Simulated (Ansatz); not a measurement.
NbIr3:
```
CELL_PARAMETERS angstrom
      5.51836     0.00000     0.00000
     -2.75918     4.77904     0.00000
      0.00000     0.00000     4.43446
ATOMIC_POSITIONS crystal
  Nb 0.33333 0.66667 0.75000
  Nb 0.66667 0.33333 0.25000
  Ir 0.16414 0.32828 0.25000
  Ir 0.83586 0.67172 0.75000
  Ir 0.83586 0.16414 0.75000
  Ir 0.16414 0.83586 0.25000
  Ir 0.67172 0.83586 0.25000
  Ir 0.32828 0.16414 0.75000
```

Relaxed with PBEsol. Special points in fractions of this cell's reciprocal vectors: Γ (0.000, 0.000, 0.000); M (0.500, 0.000, 0.000); K (0.333, 0.333, 0.000); A (0.000, 0.000, 0.500); L (0.500, 0.000, 0.500); H (0.333, 0.333, 0.500).

List the band energies nearest the Fermi level at these points for the program Ansatz at the PBEsol level (PAW).

In eV from the Fermi level; about four levels below and three above (degenerate sets whole), none deeper than 8.9 eV; points with the same levels are listed once.

| k | below | above |
|---|---|---|
| Γ | -1.67 -1.39 -1.39 -0.95 | 0.35 0.96 1.37 |
| M | -1.45 -1.09 -0.99 -0.86 | 0.21 0.52 1.04 |
| K | -1.27 -1.27 -0.72 -0.55 -0.55 | 0.98 1.15 1.15 |
| A | -0.21 -0.21 -0.21 -0.21 | 0.73 0.73 1.20 1.20 |
| L | -1.08 -1.08 -1.01 -1.01 | 0.37 0.37 1.29 1.29 |
| H | -1.31 -1.31 -1.08 -1.08 | 0.57 0.57 1.12 1.12 |

Space group P6_3/mmc. The workflow started from a Materials Project entry (that database holds measured and hypothetical structures alike); the Crystallography Open Database copy checked does not list it. COD files the formula under space group No. 221. Whether it is the stable phase at ambient conditions was not checked. Symmetry was held in the PBEsol relaxation; whether a distortion lowers the energy is not shown. The run is not spin-polarised. Spin–orbit coupling is left out wherever it is not named.

Potentials: the later of the program's two PAW sets.
